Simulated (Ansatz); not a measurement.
## Band structure of HfB

```xyz
2
Lattice="0.0000 2.3100 2.3100 2.3100 0.0000 2.3100 2.3100 2.3100 0.0000" Properties=species:S:1:pos:R:3 pbc="T T T"
Hf    2.3100    2.3100    2.3100
B     0.0000    0.0000    0.0000
```

Atom numbers follow the list: Hf1, B2.

The geometry is COD entry 1511179, unchecked; take it as a test cell.

Spin polarisation is left out, and whether a magnetic state lies lower isn't shown here.

Spin–orbit coupling is left out, though it moves levels of the heavy atoms by tenths of an eV or more.

Computed with DFT, PBE, all-electron LAPW, scalar-relativistic in Ansatz 0.2.0.

Numerical set-up: a Γ-centred 15×15×15 k mesh, Fermi–Dirac smearing of 0.05 eV, basis error target 0.25 meV/atom, no spin polarisation.

Points in fractions of the reciprocal vectors of this cell: Γ (0, 0, 0), X (0.5, 0, 0.5), U (0.625, 0.25, 0.625), K (0.375, 0.375, 0.75), L (0.5, 0.5, 0.5), W (0.5, 0.25, 0.75). The path joins them by straight lines in the order Γ–X–U–K–Γ–L–W–X; legs that retrace an earlier one aren't tabulated. Energies are in eV from the Fermi level.

Question: Is there a gap?

Answer: none: with an odd electron count and no spin polarisation the bands can't all be full, a metal in this set-up (spin order or a larger cell could open a gap).

Question: List the levels between -14 and 4 eV at the symmetry points.

Answer: 
Γ: -9.89 (×4), -9.80 (×3), -9.60, 2.14 (×3)
X: -9.86 (×3), -9.84 (×3), -9.83, -6.78, -1.15, -0.96, 2.39 (×2)
U: -9.88, -9.86 (×2), -9.85, -9.84, -9.83 (×2), -5.88, -2.19, -1.23, 0.26, 3.11
K: -9.88, -9.86 (×2), -9.85, -9.84, -9.83 (×2), -5.88, -2.19, -1.23, 0.26, 3.11
L: -9.92, -9.87 (×2), -9.84, -9.82 (×2), -9.80, -5.06, -4.05, -1.42 (×2)
W: -9.87, -9.86 (×2), -9.85, -9.84 (×2), -9.83, -5.67, -1.36 (×2), -1.31
